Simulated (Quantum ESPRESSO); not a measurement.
## In2Mo3Nb2Cu (one composition in several site orders)

Computed values, not a measurement. The program is pw.x of Quantum ESPRESSO 7.5 (plane-wave density functional theory). The cell is made up: eight metal atoms on a hexagonal close-packed lattice, with elements, volume, strain and displacements drawn at random and not relaxed, so it may be unstable or far from any real phase. PseudoDojo standard norm-conserving files set the functional (PBE unless stated); there is no spin polarisation or spin-orbit coupling, the Fermi-Dirac width of 0.25 eV means electrons at about 2900 K, and the masses in the input are unused placeholders. The copper pseudopotential is less sure than most, with forces differing by about three percent and pressure by about two GPa from a second method on plain copper. A spin test at this wide smearing found no moment, but such smearing suppresses magnetism that the real alloy may have.

The runs put one composition on the sites in different orders. Cell, positions, cutoff, mesh and smearing stay as in the input of run 1; sites are counted in its order. Stress in the tables is positive in tension.

Input of run 1:

```
&control calculation='scf', pseudo_dir='./dojo.nc.sr.pbe.v0_5.standard.upf', outdir='./o', disk_io='minimal', tprnfor=.true., tstress=.true. /
&system ibrav=0, nat=8, ntyp=4, nbnd=71, ecutwfc=92.02030273, nosym=.true., tot_charge=0,
 occupations='smearing', smearing='fd', degauss=0.0183746611
/
&electrons conv_thr=1.470e-08, electron_maxstep=70, mixing_beta=0.5 /
ATOMIC_SPECIES
Cu 1.0 Cu.upf
In 1.0 In.upf
Mo 1.0 Mo.upf
Nb 1.0 Nb.upf
CELL_PARAMETERS angstrom
0.088 -0.0265 4.8786
5.829 0.0211 0.1048
-2.8962 5.0171 -0.0797
ATOMIC_POSITIONS angstrom
In -0.1179 0.0545 0.0289
Mo -1.2335 2.5318 -0.1575
Mo 2.9166 0.0355 0.1848
Mo 1.6893 2.5421 0.0198
Nb 0.0733 1.542 2.4244
Cu -1.3445 4.1297 2.5693
Nb 2.9622 1.7517 2.5379
In 1.5732 4.1857 2.4181
K_POINTS automatic
5 5 5 1 1 1
```

| run | elements on sites 1 to 8 | free energy less that of run 1 (eV) | -TS (eV) | pressure (GPa) | stress xx (GPa) | stress yy (GPa) | stress zz (GPa) | stress yz (GPa) | stress xz (GPa) | stress xy (GPa) | iterations |
| --- | --- | --- | --- | --- | --- | --- | --- | --- | --- | --- | --- |
| 1 | In Mo Mo Mo Nb Cu Nb In | 0.000 | -1.641 | -0.92 | 5.86 | -2.57 | -0.53 | 0.69 | -0.99 | -0.96 | 19 |
| 2 | Nb Mo Mo In Mo In Nb Cu | -0.910 | -1.462 | -2.52 | 5.06 | -1.08 | 3.57 | 1.35 | 1.27 | -0.07 | 18 |
| 3 | In Nb Mo Nb Mo Mo Cu In | -0.197 | -1.539 | -2.20 | 3.88 | -0.20 | 2.91 | -0.79 | 0.35 | -0.89 | 19 |
| 4 | Mo Nb In In Nb Mo Cu Mo | -0.603 | -1.518 | -1.51 | 1.45 | -1.10 | 4.16 | 0.45 | -0.14 | 0.75 | 17 |
| 5 | Nb Mo In Nb Mo In Cu Mo | -0.274 | -1.572 | -0.97 | 1.18 | 0.60 | 1.14 | 1.79 | -0.31 | 3.03 | 18 |
| 6 | Mo Nb Mo Nb Mo In Cu In | -0.514 | -1.520 | -1.55 | 2.08 | 0.40 | 2.18 | 1.87 | 0.29 | 0.19 | 19 |

Forces Fx Fy Fz (eV/Å):

| site | run 1 | run 2 | run 3 | run 4 | run 5 | run 6 |
| --- | --- | --- | --- | --- | --- | --- |
| 1 | 2.34 -0.66 -0.60 | 0.31 0.87 0.31 | 2.37 -0.21 -0.18 | 1.06 0.09 0.28 | 1.12 0.15 0.32 | 0.61 0.21 -0.01 |
| 2 | -0.20 1.15 0.77 | -0.53 -0.96 1.43 | -0.74 1.27 0.73 | -0.66 -0.08 0.62 | -0.11 -1.79 0.79 | -0.32 -0.96 1.66 |
| 3 | -0.82 0.37 -0.20 | 0.69 -0.27 -0.10 | -0.74 -0.13 -0.24 | -0.18 0.29 -0.06 | 0.17 0.33 0.03 | -0.21 0.71 -0.30 |
| 4 | -0.92 -1.18 -0.30 | -1.68 0.21 0.67 | -1.28 -1.71 -0.15 | -0.64 -0.33 -0.17 | -0.80 0.98 0.04 | -0.14 -0.89 0.09 |
| 5 | 0.39 2.18 0.18 | -0.52 1.00 -0.02 | 0.98 1.39 -0.04 | 0.13 0.15 -0.31 | -0.60 0.88 0.19 | 0.46 1.00 -0.36 |
| 6 | 0.36 0.16 -0.45 | 0.64 0.66 -1.64 | 0.44 0.38 -0.67 | -0.12 -0.27 -0.68 | -0.32 -0.05 -1.55 | 0.10 0.64 -1.57 |
| 7 | 0.40 -1.30 -0.14 | 1.41 -1.77 -0.83 | 0.21 -0.36 -0.20 | 0.38 -0.19 -0.15 | 0.21 -0.07 -0.27 | 0.12 -0.41 -0.24 |
| 8 | -1.55 -0.71 0.72 | -0.32 0.26 0.18 | -1.23 -0.63 0.75 | 0.02 0.33 0.46 | 0.33 -0.43 0.45 | -0.64 -0.30 0.72 |

The sites are displaced and not relaxed, so the energy differences mix bonding between neighbours with strain and are not ordering energies. A rerun of one cell of this series at a higher cutoff and on a denser mesh moved values by no more than 0.003 eV in energy, 0.02 GPa in stress and 0.005 eV/Å in force, and a second program with other atomic files agreed on that cell to 2 % rms in force and 0.5 GPa in pressure.